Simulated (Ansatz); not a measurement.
Sc (fcc (Cu type), Fm-3m) at seven volumes, the program Ansatz at the LDA level (PAW), scaled uniformly. One row is withheld.

```json
[
 {"V (Å³/atom)": "20.348", "P (GPa)": "?"},
 {"V (Å³/atom)": "21.019", "P (GPa)": "3.97"},
 {"V (Å³/atom)": "21.690", "P (GPa)": "1.86"},
 {"V (Å³/atom)": "22.360", "P (GPa)": "0.00"},
 {"V (Å³/atom)": "23.031", "P (GPa)": "-1.65"},
 {"V (Å³/atom)": "23.702", "P (GPa)": "-3.10"},
 {"V (Å³/atom)": "24.373", "P (GPa)": "-4.38"}
]
```

### Question
Fit the shown pressures and predict the withheld one.

### Answer
Third-order Birch–Murnaghan: P = (3/2)B₀(x^(7/2) − x^(5/2))[1 + (3/4)(B′ − 4)(x − 1)] with x = (V₀/V)^(2/3). Least squares on the six rows gives V₀ = 22.359 Å³/atom, B₀ = 58.31 GPa, B′ = 3.16. At V = 20.348, x = 1.0648 and P = 6.37 GPa. The run itself gave 6.36 GPa.

The first step of the workflow began from a Materials Project structure, measured or hypothetical; the Crystallography Open Database files this formula in space group No. 225, but the cells were not matched. It is not the phase usual at ambient conditions (space group No. 194). The LDA relaxation kept the symmetry of its start; whether a distortion lowers the energy is not shown. No spin polarisation was allowed.

Potentials: the earlier of the program's two PAW sets. The files were generated under PBE; for other functionals the program regenerates the frozen cores, and for LDA and PBEsol the local potential too.
